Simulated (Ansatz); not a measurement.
An Ansatz (a first-principles code) run. Input:

Ansatz 0.2 input:
```yaml
crystal:
  lattice:
    - [4.0260608714, 0.0, 0.0]
    - [-2.0130304357, 3.4866709918, 0.0]
    - [0.0, 0.0, 8.8522762037]
  atoms:
    - { symbol: Ga, position: [0.0, 0.5, 0.3333333333] }
    - { symbol: Ga, position: [0.5, 0.5, 0.6666666667] }
    - { symbol: Ga, position: [0.5, 0.0, 0.0] }
    - { symbol: As, position: [0.0, 0.5, 0.8333333333] }
    - { symbol: As, position: [0.5, 0.5, 0.1666666667] }
    - { symbol: As, position: [0.5, 0.0, 0.5] }
kpoints:
  mp_grid: { grid: [12, 12, 5] }
hamiltonian:
  xc: r2scan
  pseudopotentials: { kind: paw }
scf:
  occupations: { method: gaussian, width: 0.05 }
checkpoint: { read: metal.run }
output: { bader: true, populations: true }
```

Output (shortened):

```
Pseudopotential: Ga, paw, valence charge 13
Pseudopotential: As, paw, valence charge 15
Functional definition: r2SCAN
Crystal: 6 atoms, lattice volume = 124.264 Å³
Basis set: ecut = 500 eV, 3171 PW (Γ), exchange–correlation on 120×120×288 points (64 copies of the dense FFT grid, shifted against one another)
Bands: 51, of which v1, the nominal top of the filled ones, is band 42 counted from 1 (41 counted from 0)
Symmetry: 12 space group operations
Space group: P6422 (ITA 181), of the structure as read, at distance tolerance 5.0e-5 Å
k-points: 57 of 720 (time reversal used)
Stability of the state it starts from, as read at its close in the unpolarized treatment …
iter 1 solved again at ethr=1.71e-7 eV; its pass at ethr=3.10e-3 eV (dr2=1.43e-4 eV) is discarded
SCF iter   1: F=—  HF=-25965.932788 eV  |F-HF|=—  |Δ(HF+E_count)|=         —  Δρ=1.32e-6  dr2=1.10e-9  dr2_τ=1.44e-11  ethr=1.71e-7  ⟨swp⟩=2.4  Hψ=16400  notcnv=0
preconditioner: auto → Resta (q_TF=auto, 2.556 Å⁻¹)
SCF iter   2: F=—  HF=-25965.932793 eV  |F-HF|=—  |Δ(HF+E_count)|=   4.44e-6  Δρ=1.01e-6  dr2=7.15e-10  dr2_τ=2.16e-11  ethr=1.31e-12  ⟨swp⟩=6.7  Hψ=11453  notcnv=0
SCF iter   3: F=-25965.932793 eV  HF=-25965.932793 eV  |F-HF|=3.46e-10  |Δ(HF+E_count)|=  5.57e-10  Δρ=5.13e-7  dr2=1.82e-10  dr2_τ=3.34e-12  ethr=1.00e-12  ⟨swp⟩=1.0  Hψ=6930  notcnv=0
SCF 1 converged in 3 iterations: F = -25965.932793 eV  dr2 = 1.82e-10
SCF converged after 3 iterations
Free energy (F): -25965.932793 eV
Harris-Foulkes:  -25965.932793 eV  (|F-HF|=3.46e-10)
Internal energy: -25965.932710 eV  (E = F + TS)
E sigma→0 (E₀):  -25965.932751 eV
Entropy (-TS):   -0.000083 eV (-0.014 meV/atom)
Fermi energy:    9.541395 eV
--- Per-component energies (eV) ---
  E_band       = -898.333306
  E_kinetic    = 654.586719
  E_local      = -10896.155731  (includes V_loc(G=0)·N_el)
  E_nonlocal   = -729.739203
  E_hartree    = 5547.970696
  E_xc         = -409.542901
  E_vxc        = -430.883296  (∫ρ·V_xc dr)
  E_paw        = -11554.480263  (= ΣΔE_a)
  E_vpaw       = -614.340952  (= ΣTr[D̂ρ^β])
  E_aug_tail   = -0.000133  (compensation charges beyond the density's cutoff)
  E_vtau       = 22.259122  (kinetic-family band-sum trace: ∫τ·v_τ [+ j·A + Jᵃ·Aᵃ] dr)
  E_ewald      = -8572.240460
  E_core_change = -6.331433  (= ΣΔE_core)
  E_smearing   = -0.000083  (= −TS)
  E_closure    = 0.000000  (closes the sum)
  Σ components = -25965.932793   (vs F -25965.932793, Δ=0.00e0)
  [band-id]    e_kinetic+e_local+e_nonlocal+2·e_hartree+e_vxc+e_vpaw+e_augmentation_tail+e_vtau = -898.332083   (vs E_band -898.333306, Δ=1.22e-3)
--- Band table (eV; the first three rows and the last of 57) ---
  k-point 0: bands = ["-26.7732", "-26.7732", "-26.7685", "-26.7590", "-26.7590", "-26.7586", "-26.7466", "-26.7466", "-26.7462", "-26.7354", "-26.7334", "-26.7334", "-26.7298", "-26.7275", "-26.7275", "-6.2214", "-6.2214", "-6.2140", "-6.2140", "-6.2030", …
  k-point 1: bands = ["-26.7741", "-26.7719", "-26.7688", "-26.7590", "-26.7589", "-26.7586", "-26.7467", "-26.7465", "-26.7462", "-26.7353", "-26.7339", "-26.7330", "-26.7296", "-26.7281", "-26.7271", "-6.2296", "-6.2249", "-6.2157", "-6.2025", "-6.1939", …
  k-point 2: bands = ["-26.7746", "-26.7707", "-26.7695", "-26.7590", "-26.7588", "-26.7587", "-26.7468", "-26.7463", "-26.7463", "-26.7350", "-26.7345", "-26.7328", "-26.7293", "-26.7287", "-26.7269", "-6.2380", "-6.2265", "-6.2090", "-6.2038", "-6.1725", …
  k-point 56: bands = ["-26.7735", "-26.7727", "-26.7703", "-26.7580", "-26.7579", "-26.7575", "-26.7456", "-26.7455", "-26.7455", "-26.7353", "-26.7342", "-26.7339", "-26.7282", "-26.7273", "-26.7271", "-6.3188", "-6.2964", "-6.2393", "-6.2014", "-6.1583", …
--- Löwdin populations: 6 sites ---
  site symbol       q [e]
     0     Ga     12.9181
     1     Ga     12.9181
     2     Ga     12.9181
     3     As     15.0367
     4     As     15.0367
     5     As     15.0367
  spilling = 0.001614 (of n_electrons = 84.000000)
--- Bader charges: 6 sites ---
  site symbol  charge [e]  shift [e]
     0     Ga      0.7206     0.0002
     1     Ga      0.7206     0.0002
     2     Ga      0.7206     0.0002
     3     As     -0.7206     0.0002
     4     As     -0.7206     0.0002
     5     As     -0.7206     0.0002
  shift: an alarm, by how much a part of what the PAW files miss would move the charge. Where it is large, compare
  with a run on PAW files of another source; a small one proves nothing
  estimated error of the sums over rays = 5.5e-4 e
```

Cost: around 70 core-seconds (rough) on shared cores.

Space group P6_422. The start of the workflow was typed in or built on a structure type; neither database checked (COD, Materials Project) lists it. It is not the phase usual at ambient conditions (space group No. 216). The cell was relaxed with r²SCAN under the symmetry of its start; whether a distortion lowers the energy is not shown. Scalar-relativistic: spin–orbit coupling is off unless named, which matters more the heavier the elements.

Potentials: the later of the program's two PAW sets.

Ansatz is a plane-wave DFT program.
